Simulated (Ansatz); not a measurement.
SiO₂:
Space group P3₁21 (No. 152); a = b = 4.948 Å, c = 5.441 Å, α = β = 90.00°, γ = 120.00°

```tsv
atom	site	symmetry	x	y	z
Si	3b	.2.	0.5297	0.5297	0.5000
O	6c	1	0.7330	0.1455	0.0479
```

Relaxed with PBEsol.

Q: Decompose the optical modes at the zone centre into irreducible representations, and say which are infrared and Raman allowed.

A: Point group 32: Γ_opt = 4A1 + 4A2 + 8E. Infrared: A2, E. Raman: A1, E.

Q: Assign frequencies (DFPT, the program Ansatz at the PBEsol level (PAW); without the LO–TO term).

A: E 121, A1 197, E 249, A1 336, A2 341, E 371, E 421, A1 441, A2 466, E 674, A2 756, E 775, E 1044, A2 1051, A1 1060, E 1134 cm⁻¹.

Space group P3_121. Symmetry was held in the PBEsol relaxation.

Potentials: the later of the program's two PAW sets.
